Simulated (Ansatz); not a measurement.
SiNi:
```cif
data_Ni4Si4
_chemical_formula_sum 'Si4 Ni4'
_space_group_name_H-M_alt 'P 1'
_space_group_IT_number 1
_cell_length_a 5.09538
_cell_length_b 3.35856
_cell_length_c 5.56984
_cell_angle_alpha 90.000
_cell_angle_beta 90.000
_cell_angle_gamma 90.000
loop_
_space_group_symop_operation_xyz
  'x, y, z'
loop_
_atom_site_label
_atom_site_type_symbol
_atom_site_fract_x
_atom_site_fract_y
_atom_site_fract_z
_atom_site_occupancy
Si1 Si 0.82129 0.75000 0.58411 1
Si2 Si 0.17871 0.25000 0.41589 1
Si3 Si 0.67871 0.25000 0.08411 1
Si4 Si 0.32129 0.75000 0.91589 1
Ni1 Ni 0.50777 0.25000 0.68913 1
Ni2 Ni 0.49223 0.75000 0.31087 1
Ni3 Ni 0.99223 0.75000 0.18913 1
Ni4 Ni 0.00777 0.25000 0.81087 1
```

Relaxed with r²SCAN.

Question: Decompose the optical modes at the zone centre into irreducible representations, and say which are infrared and Raman allowed.

Answer: Point group mmm: Γ_opt = 4Ag + 2Au + 2B1g + 3B1u + 4B2g + B2u + 2B3g + 3B3u. Infrared: B1u, B2u, B3u. Raman: Ag, B1g, B2g, B3g.

Question: Assign frequencies (DFPT, plane-wave PAW r²SCAN (Ansatz code)).

Answer: B1g 157, Au 170, B3u 189, B3g 196, Ag 207, Ag 224, B1u 229, B2g 238, B2g 262, B1u 288, Ag 300, Au 302, B3u 303, B3g 331, B2u 334, B2g 343, B1g 347, Ag 367, B1u 393, B3u 396, B2g 414 cm⁻¹.

Subscripts of B labels follow the axes of the standard setting.

Space group Pnma. The cell was relaxed with r²SCAN under the symmetry of its start; of distortions, only those at the zone centre were tested. The run is not spin-polarised. As this level gives no gap, phonon frequencies hold no LO–TO term and depend on the k-mesh and smearing (Fermi–Dirac, 0.1 eV here).

Potentials: the earlier of the program's two PAW sets.
